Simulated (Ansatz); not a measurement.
## Nb₃Sn at several levels of theory

One geometry, relaxed with PBE, and single points on it; plane waves with PAW potentials in Ansatz, scalar-relativistic unless the row names spin-orbit coupling. No spin polarisation. Meshes are on the primitive cell of 8 atoms. Gaps are the least over mesh and band path; pressure is positive in compression. Smearing is Gaussian, 0.10 eV.

Space group Pm-3n (No. 223). a = 5.319 Å, b = 5.319 Å, c = 5.319 Å, α = 90.00°, β = 90.00°, γ = 90.00°
| atom | site | symmetry | x | y | z |
| --- | --- | --- | --- | --- | --- |
| Nb | 6c | -4m.2 | 0.2500 | 0.0000 | 0.5000 |
| Sn | 2a | m-3. | 0.0000 | 0.0000 | 0.0000 |

```tsv
level	cutoff (eV)	k mesh	gap (eV)	pressure (GPa)	rough cost with bands (core-min)
PBE	420	8×8×8	0	0.0	2.3
r2SCAN	500	8×8×8	0	-1.4	4
PBE with spin-orbit coupling	420	8×8×8	0	0.0	9
PBEsol	420	8×8×8	0	-5.6	2.1
```